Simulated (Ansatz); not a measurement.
**Structures of CaGe2Rh2: which is lowest?**

Plane-wave DFT in Ansatz with scalar-relativistic PAW potentials, cutoff 420 eV, Γ-centred meshes chosen by cell and gap, Gaussian smearing with energies taken to zero width. Every cell was relaxed (cell and atoms) in a run of its own, within the symmetry of its start. Functional: PBEsol.

Relaxed structures (starts from databases or built by putting these elements on another compound's sites):
A. P4/mbm, 10 atoms in the computed cell, a = 7.903 Å, c = 3.001 Å; sites (symmetry × multiplicity) Ca 4/m.. × 2, Ge m.2m × 4, Rh m.2m × 4; start: built
B. I4/mmm, 5 atoms in the computed cell, a = 4.116 Å, c = 10.350 Å; sites (symmetry × multiplicity) Ca 4/mmm × 2, Ge 4mm × 4, Rh -4m2 × 4; start: database

Task: Rank them by energy. Could pressure change the order?

Result:
| structure | group | E − E(lowest) (meV/atom) | V (Å³/atom) | gap on mesh (eV) |
| --- | --- | --- | --- | --- |
| B | I4/mmm | 0.0 | 17.54 | 0.00 |
| A | P4/mbm | 441 | 18.74 | 0.00 |

B is lowest, 441 meV/atom under A. The lowest is also the densest of these, so pressure wouldn't bring one of the others in at first order. Other structures may lie lower than all of these, and vibrations aren't counted.